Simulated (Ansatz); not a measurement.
Sb (A7 type, space group R-3m)

```yaml
crystal:
  lattice:
    - [2.16078, 1.24753, 3.67966]
    - [-2.16078, 1.24753, 3.67966]
    - [0.00000, -2.49506, 3.67966]
  atoms:
    - { symbol: Sb, position: [0.23639, 0.23639, 0.23639] }
    - { symbol: Sb, position: [0.76361, 0.76361, 0.76361] }
```

The slice is a (1 -1 0 2) plane (indices of the conventional cell) through the point (0.236, 0.236, 0.236) (fractional), spanned by u = [1 0 -1] and v = [010] in vectors of this cell: u (4.32 Å) and v (4.45 Å, at 90° to u). It covers one period; positions are fractions (u, v).

Calculation: PBE-D3(BJ) (plane waves to 420 eV, PAW, scalar-relativistic; Ansatz, a first-principles code). k mesh 13×13×13. These are valence fields of a PAW run, semicore shells included where kept as valence: close to a nucleus they are smooth pseudo fields. Sb was relaxed with its symmetry unable to fall. Spin-orbit coupling is left out, though Sb is heavy. The PAW data are Ansatz's earlier set.

Q: Sketch the valence electron density on this plane as a map.

A: 
```
|9998764332211000000112233467899|
|9988754332211110011112233457889|
|8887654332221111111122233456788|
|7776543332222211112222233345677|
|6655443332222222222222233344556|
|5444333332222233332222233333444|
|3333333333333333333333333333333|
|3333322333333444444333333223333|
|2222222233344555555443332222222|
|2222222233445677776544332222222|
|1111122233456788887654332221111|
|1111122234567889988765432221111|
|0001112234567899998765432211100|
|0000112234568899998865432211000|
|0000112234568899998865432211000|
|0000112234567899998765432211000|
|0000011233457788887754332110000|
|0000011223456677776654322110000|
|0000111223345566665543322111000|
|0001111222334455554433222111100|
|1111111122233344443332221111111|
|2111111122222333333222221111111|
|2222222112222222222222211222222|
|3333222211111222222111112222333|
|4333332221111111111111122233333|
|5544333221111110011111122333445|
|6665433221110000000011122334566|
|7776543322110000000011223345677|
|8887654322110000000011223456788|
|9988754332110000000011233457889|
|9998764332110000000011233467899|
|9998765332211000000112233567899|
```
Scale: ten equal steps from -1.22 (start of '0') to 1.20 (end of '9'), in the order '0123456789'. Values: log₁₀ of the valence density in e/Å³. The map has 31 points along u (one character each, u = 0 at the left) and 32 along v (v = 0 in the bottom row). The scale is logarithmic, as a density can span decades between atoms and voids.
